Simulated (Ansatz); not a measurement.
Ionic part of the dielectric constant of Mg5NiS6, mode by mode

Level of theory: Ansatz, DFT PBE, scalar-relativistic, plane waves, PAW. Plane waves to 420 eV; Γ-centred k mesh 6×6×6; Gaussian smearing of 0.02 eV. Collinear spin, site moments 0.0, 0.0, 0.0, 0.0, 0.0, 1.3, 0.1, 0.1, 0.1, 0.1, 0.1, 0.1 μB. Phonons by linear response, acoustic sum rule imposed.

Space group P-31m (No. 162), trigonal, a = 6.286 Å, c = 6.085 Å. Mg on a site of symmetry 32 has 6 S at 2.63 Å and 2 Mg at 3.04 Å; Mg on a site of symmetry -3m is surrounded by 6 S at 2.58 Å and 2 Ni at 3.04 Å; Mg on a second site of symmetry 32 has 6 S at 2.58 Å and 2 Mg at 3.04 Å; Ni has 6 S at 2.53 Å and 2 Mg at 3.04 Å; S has 1 Ni at 2.53 Å and 5 Mg at 2.58–2.63 Å.

The structure comes from a generated guess, relaxed at this level; another structure or a mixture of phases may lie lower. The run warned that its linear response isn't converged on this k mesh, so dielectric tensors, Born charges and infrared intensities are rough, and the frequencies may be too.

The primitive cell has V = 208.21 Å³ and ε∞,zz = 7.017. Each polar mode adds Δε = (4.92064×10⁷/V)·S/ν² along z, with S its oscillator strength in e²/amu, ν in cm⁻¹ and V in Å³.

Question: From these modes, find each Δε and ε0,zz.
| ν (cm⁻¹) | S_zz (e²/amu) |
| --- | --- |
| 115.50 | 0.1188 |
| 176.81 | 0.1057 |
| 218.43 | 1.509 |
| 296.13 | 0.6115 |
| 372.20 | 0.05629 |

Answer:
```
ν (cm⁻¹)    Δε
  115.50  2.10
  176.81  0.80
  218.43  7.47
  296.13  1.65
  372.20  0.10
```

The sum is 12.12, so ε0,zz = 19.14; the run's tensor has 19.14.

Question: Where do the longitudinal modes lie for a wave vector along z?

Answer: At 121.05, 179.07, 267.32, 359.02, 390.28 cm⁻¹. The Lyddane–Sachs–Teller product Π(ν_LO/ν_TO)² = 2.73 agrees with ε0/ε∞ = 2.73.
